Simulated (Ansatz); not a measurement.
The following input was run with Ansatz 0.2.0.

```yaml
crystal:
  lattice:
    - [0.0, 3.0231445167, 2.9305766067]
    - [3.0231445167, 0.0, 2.9305766067]
    - [3.0231445167, 3.0231445167, 0.0]
  atoms:
    - { symbol: Be, position: [0.3777082566, 0.3718070479, 0.3796832947] }
    - { symbol: Be, position: [0.8708014009, 0.3796832947, 0.3777082566] }
    - { symbol: Be, position: [0.3718070479, 0.3777082566, 0.8708014009] }
    - { symbol: Be, position: [0.3796832947, 0.8708014009, 0.3718070479] }
    - { symbol: Al, position: [0.75, 0.75, 0.75] }
    - { symbol: Cr, position: [0.0, 0.0, 0.0], spin: 2.68 }
basis:
  ecutwfc: 420
kpoints:
  mp_grid: { grid: [10, 10, 10] }
hamiltonian:
  xc: pbesol
scf:
  occupations: { method: gaussian, width: 0.1 }
output:
  forces: true
  stress: true
  eigenvalues: true
  populations: true
magnetization:
  spin_polarized: true
```

Run as
```bash
ansatz run input.yaml --threads 1 --pin off --max-ram 2560MiB --backend cpu --events-out ev --progress --plain --runs-dir out
```

The calculation used DFT PBEsol, scalar-relativistic, plane waves, PAW (Ansatz 0.2.0).

Part of what the program printed, abridged (final results; tables in files aren't shown):

```
SCF 1 converged in 11 iterations: F = -4235.390906 eV  dr2 = 1.52e-10
SCF converged after 11 iterations
Magnetization: 2.9939 μB (13.9969 up, 11.0031 down)
Absolute magnetization: 3.1342 μB (∫|ρ↑−ρ↓|, with the PAW one-centre terms)
Spin contamination: 0.0730 ħ² per cell (⟨S²⟩ above its minimum at these occupations)
Per-site moments (μB) at R_I (Å): [(0.01872427, 0.86133694), (0.01872427, 0.86133694), (0.01872427, 0.86133694), (0.01872427, 0.86133694), (0.04408258, 1.01215478), (2.28358063, 1.00425091)]
Free energy (F): -4235.390906 eV
Harris-Foulkes:  -4235.390906 eV  (|F-HF|=9.55e-11)
Internal energy: -4235.385566 eV  (E = F + TS)
E sigma→0 (E₀):  -4235.388236 eV
Entropy (-TS):   -0.005340 eV (-0.890 meV/atom)
Fermi energy:    10.987051 eV
--- Per-component energies (eV) ---
  E_band       = -184.040076
  E_kinetic    = 460.696717
  E_local      = -1963.203493  (includes V_loc(G=0)·N_el)
  E_nonlocal   = 111.730087
  E_hartree    = 876.838194
  E_xc         = -260.938337
  E_vxc        = -295.595237  (∫ρ·V_xc dr)
  E_paw        = -1853.578273  (= ΣΔE_a)
  E_vpaw       = -251.345526  (= ΣTr[D̂ρ^β])
  E_aug_tail   = 0.000379  (compensation charges beyond the density's cutoff)
  E_ewald      = -1607.148104
  E_core_change = 0.217264  (= ΣΔE_core)
  E_smearing   = -0.005340  (= −TS)
--- Forces (eV/Å), atoms counted from 1 ---
  atom   1  Be    -0.38534998    -0.50611156    -0.27095632
  atom   2  Be    -0.50611156     0.38534998     0.27095632
  atom   3  Be     0.38534998     0.50611156    -0.27095632
  atom   4  Be     0.50611156    -0.38534998     0.27095632
  atom   5  Al     0.00000000     0.00000000     0.00000000
  atom   6  Cr     0.00000000     0.00000000     0.00000000
--- Stress (GPa, compression-positive) ---
        8.970397       0.000000       0.000000
        0.000000       8.970397       0.000000
        0.000000       0.000000      17.375620
  P = ⅓ Tr σ = 11.7721 GPa (117.721 kbar)
--- Band table (eV; the first three rows and the last of 288) ---
  k-point 0 ↑: bands = ["-60.9235", "-32.4233", "-32.4224", "-32.4224", "-0.0004", "7.1563", "7.1563", "7.2548", "7.5318", "8.3913", "8.5519", "10.7122", "10.7502", "10.7502", "13.5609", "14.5153", "14.5153", "14.5331", "15.2264", "15.5767"]
  k-point 1 ↑: bands = ["-60.9235", "-32.4235", "-32.4226", "-32.4224", "0.1065", "6.7745", "7.1683", "7.2376", "7.5851", "8.3925", "8.5417", "10.5795", "10.7348", "10.7515", "13.7007", "14.0981", "14.2443", "14.8852", "15.4572", "15.6160"]
  k-point 2 ↑: bands = ["-60.9235", "-32.4241", "-32.4229", "-32.4226", "0.4246", "5.8751", "7.1885", "7.2738", "7.5715", "8.4362", "8.5593", "10.2859", "10.6657", "10.6891", "13.5930", "13.7363", "13.8374", "15.7114", "15.7855", "16.0538"]
  k-point 143 ↓: bands = ["-58.5327", "-30.0687", "-30.0687", "-30.0553", "3.7394", "3.7564", "5.8273", "7.0156", "7.0156", "7.6535", "11.2549", "11.6977", "11.6977", "12.5884", "13.9371", "15.6189", "17.0171", "17.0171", "17.9881", "19.5408"]
--- Löwdin populations: 6 sites ---
  site symbol q [e]    m [muB]
     0     Be      0.9347     0.0120
     1     Be      0.9347     0.0120
     2     Be      0.9347     0.0120
     3     Be      0.9347     0.0120
     4     Al      4.4866     0.0413
     5     Cr     14.4984     2.7081
  spilling = 0.091041 (of n_electrons = 25.000000)
```

The calculation finished and met its thresholds.

Time: 50 s on 1 thread of Intel(R) Xeon(R) Processor @ 2.70GHz (shared host), peak memory 0.61 GiB.

Only parallel moments were tried here.